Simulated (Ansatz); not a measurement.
TaS2 (CdI2 type)

```
CELL_PARAMETERS angstrom
      3.32882     0.00000     0.00000
     -1.66441     2.88285     0.00000
      0.00000     0.00000     5.78549
ATOMIC_POSITIONS crystal
  Ta 0.00000 0.00000 0.00000
  S  0.33333 0.66667 0.26700
  S  0.66667 0.33333 0.73300
```

The slice is a (1 -1 0 0) plane (indices of the conventional cell) through the point (0.000, 0.000, 0.000) (fractional), spanned by u = [110] and v = [001] in vectors of this cell: u (3.33 Å) and v (5.79 Å, at 90° to u). It covers one period; positions are fractions (u, v).

Level of theory: PBE-D3(BJ) (plane waves to 420 eV, PAW, scalar-relativistic; Ansatz, a quantum-chemistry and plane-wave program). k mesh 16×16×8. These are valence fields of a PAW run, semicore shells included where kept as valence: close to a nucleus they are smooth pseudo fields. Spin-orbit coupling is left out, though Ta is heavy. TaS2 is run without spin polarisation. TaS2 was relaxed with its symmetry unable to fall.

Task: Predict the map of the valence electron density on the slice.

Result: 
```tsv
v \ u	0.00	0.14	0.29	0.43	0.57	0.71	0.86
0.88	0.4	0.1	-0.4	-0.5	-0.5	-0.4	0.1
0.75	-0.8	-0.7	-0.5	-0.3	-0.3	-0.5	-0.7
0.62	-1.3	-1.2	-0.8	-0.6	-0.6	-0.8	-1.2
0.50	-1.8	-1.6	-1.3	-1.1	-1.1	-1.3	-1.6
0.38	-1.3	-1.2	-0.8	-0.6	-0.6	-0.8	-1.2
0.25	-0.8	-0.7	-0.5	-0.3	-0.3	-0.5	-0.7
0.12	0.4	0.1	-0.4	-0.5	-0.5	-0.4	0.1
0.00	0.5	0.6	-0.1	-0.7	-0.7	-0.1	0.6
```

Values: log₁₀ of the valence density in e/Å³. The scale is logarithmic, as a density can span decades between atoms and voids.
